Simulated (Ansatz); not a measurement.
# What DFT gives for LuZn2In2

```
In Lu Zn
1.0
     4.35936    0.00000    0.00000
    -2.17968    3.77532    0.00000
     0.00000    0.00000    6.93201
In Lu Zn
2 1 2
Direct
  0.33330 0.66670 0.64150
  0.66670 0.33330 0.35850
  0.00000 0.00000 0.00000
  0.33330 0.66670 0.25137
  0.66670 0.33330 0.74863
```

Level: LDA, no spin polarisation; 420 eV; 7×7×4 Γ-centred mesh; methfessel-paxton occupations (width 0.0654 eV); Ansatz 0.2.0, fixed geometry.

Problem. Is it stable against the elements?

Solution. -0.05 eV an atom against the elements' usual phases (free molecules for gases, crystals otherwise, with no correction for O₂ or N₂), too near zero to call. Relaxing would lower it.

Problem. What happens at the Fermi level?

Solution. It is a metal, with about 2.9 states/eV a cell as the mean within 0.25 eV of the Fermi level, mostly Lu d (40 %) and In p (40 %).

Problem. Is the cell too large or too small?

Solution. The pressure is -3.4 GPa (compression positive), so with the atoms held at these fractions the cell would first shrink. The principal stresses -3.9, -3.9, -2.4 GPa differ, so its shape would change too.

Problem. Which atom feels the largest force, and which way?

Solution. The largest is on Zn4 (and as large on other atoms): 0.62 eV/Å, components (0.00, 0.00, -0.62). It makes 106° with the line to a nearest neighbour, In2 at 2.62 Å.

Problem. What do density and ELF say about some of the short contacts?

Solution. In–Zn at 2.62 Å: least valence density 0.31 e/Å³ and ELF 0.33 there. Lu–Zn at 3.06 Å: least valence density 0.16 e/Å³ and ELF 0.27 there. Lu–In at 3.54 Å: least valence density 0.11 e/Å³ and ELF 0.17 there. These are pseudo-fields; inside the PAW spheres they differ from the all-electron ones.

Problem. How is the charge shared?

Solution. Bader charges in e: Lu +1.38, Zn -0.64, In -0.05. In the mean Lu gives up most and Zn takes most.

Origin: a known structure type with other elements, at an estimated volume, so it need not be a known compound.
